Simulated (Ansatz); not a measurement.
From the elastic tensor of InAg3 at 2 GPa (stress–strain coefficients) to moduli and sound speeds

Computed with DFT PBEsol, scalar-relativistic, plane waves, PAW in Ansatz. Plane waves to 420 eV; Γ-centred k mesh 10×10×10; Fermi-Dirac smearing of 0.15 eV. No spin polarisation.

Symmetry: Pm-3m, No. 221, cubic system. The conventional cell has a = 4.115 Å, b = 4.115 Å, c = 4.115 Å, α = 90.00°, β = 90.00°, γ = 90.00°. In (site symmetry m-3m) has 12 Ag at 2.91 Å as nearest neighbours. Ag (site symmetry 4/mmm) has 4 In at 2.91 Å and 8 Ag at 2.91 Å as nearest neighbours.

In a metal, frequencies and elastic constants depend on the k mesh and the smearing, soft modes and shear constants most.

Relaxed-ion constants (GPa, on the Cartesian axes of the calculation):
```
132.5 106.5 106.5   0.0   0.0   0.0
106.5 132.5 106.5   0.0   0.0   0.0
106.5 106.5 132.5   0.0   0.0   0.0
  0.0   0.0   0.0  49.2   0.0   0.0
  0.0   0.0   0.0   0.0  49.2   0.0
  0.0   0.0   0.0   0.0   0.0  49.2
```

Density 10.449 g/cm³; 4 atoms in 69.68 Å³.

The values that follow are for a polycrystal of randomly turned grains, by Hill's mean where one number stands. In a crystal this anisotropic the Voigt and Reuss bounds lie far apart, so Hill's mean and the sound speeds and Debye temperature from it are rough.

With S = C⁻¹: B_V = (C11+C22+C33+2(C12+C13+C23))/9, G_V = (C11+C22+C33−C12−C13−C23+3(C44+C55+C66))/15, 1/B_R = S11+S22+S33+2(S12+S13+S23), 15/G_R = 4(S11+S22+S33−S12−S13−S23)+3(S44+S55+S66); Hill is their mean. Then v_l = √((B+4G/3)/ρ), v_t = √(G/ρ), v_m = [(2/v_t³+1/v_l³)/3]^(−1/3) and Θ = (ħ/k_B)·v_m·(6π²n/V)^(1/3) for n atoms in the volume V; E = 9BG/(3B+G), ν = (3B−2G)/(2(3B+G)) and A^U = 5G_V/G_R + B_V/B_R − 6.

```
Bulk modulus, Voigt / Reuss / Hill          : 115.2 / 115.2 / 115.2 GPa
Shear modulus, Voigt / Reuss / Hill         : 34.7 / 23.2 / 29.0 GPa
Young's modulus                             : 80 GPa
Poisson ratio                               : 0.384
Pugh ratio B/G                              : 3.98
Universal anisotropy index                  : 2.46
Longitudinal and transverse sound speeds    : 3837 and 1665 m/s
Debye temperature from the mean sound speed : 216 K
```

Cost: 1 run of about 2 core-minutes, on Arm Neoverse V1 (shared hosts).